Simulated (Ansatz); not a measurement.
**WSe$_{2}$: experiment and calculation**

**Measured values to compare with.**

From “Random anion distribution in MSxSe2−x (M = Mo, W) crystals and nanosheets”, 2018, pmc:9078701, for a bulk crystal of WSe2: lattice constant a 3.282 ± 0.001 Å; lattice constant c 12.96 ± 0.01 Å.

From “Time-resolved XUV ARPES with tunable 24–33 eV laser pulses at 30 meV resolution”, 2019, pmc:6684652, for a bulk crystal of WSe2: band gap 1.3 eV (indirect).

How close the calculation comes is told below.

Computed with DFT PBE+D3(BJ), scalar-relativistic, plane waves, PAW (Ansatz 0.2.0).

Settings: cutoff 420 eV, Γ-centred mesh 12×12×2 on the computed 6-atom cell, Gaussian smearing of 0.02 eV; no spin polarisation.

Relaxed structure, symmetry kept:

```cif
data_structure
_symmetry_space_group_name_H-M 'P 1'
_symmetry_Int_Tables_number 1
_cell_length_a 3.2790
_cell_length_b 3.2790
_cell_length_c 12.7886
_cell_angle_alpha 90.000
_cell_angle_beta 90.000
_cell_angle_gamma 120.000
_cell_volume 119.08
loop_
_atom_site_label
_atom_site_type_symbol
_atom_site_fract_x
_atom_site_fract_y
_atom_site_fract_z
_atom_site_occupancy
W1 W 0.33333 0.66667 0.25000 1
W2 W 0.66667 0.33333 0.75000 1
Se1 Se 0.33333 0.66667 0.61829 1
Se2 Se 0.66667 0.33333 0.11829 1
Se3 Se 0.33333 0.66667 0.88171 1
Se4 Se 0.66667 0.33333 0.38171 1
```

```
Space group                                                : P6_3/mmc (No. 194)
Volume per atom                                            : 19.85 Å³
Kohn–Sham band gap                                         : 0.88 eV
Löwdin character of the top 1 eV of the valence band       : W 5d 61 %, Se 4p 34 %
Löwdin character of the lowest 1 eV of the conduction band : W 5d 64 %, Se 4p 28 %
Bader charges (e)                                          : W (2 in the cell) 1.07, Se (4 in the cell) -0.54
```

Spin-orbit coupling is left out, which matters for the bands of heavy elements.

A measured lattice constant a of WSe2 is 3.282 Å (quoted in the paper above); the calculated 3.279 Å misses it by -0.1 %. Against the measured lattice constant c of WSe2, 12.96 Å (quoted in the paper above), the calculated 12.789 Å is off by -1.3 %. 3 values of this kind are on record (12.95 to 12.977 Å); this one was drawn at random among those near their median, those with a stated uncertainty first. The calculation is for 0 K without zero-point motion. Against the measured band gap of WSe2, 1.3 eV (indirect; the paper above), the calculated 0.88 eV is off by -0.42 eV. Kohn–Sham gaps of semilocal functionals fall short of measured ones as a rule; spin-orbit coupling, left out here, would usually lower the calculated gap of a compound with heavy elements.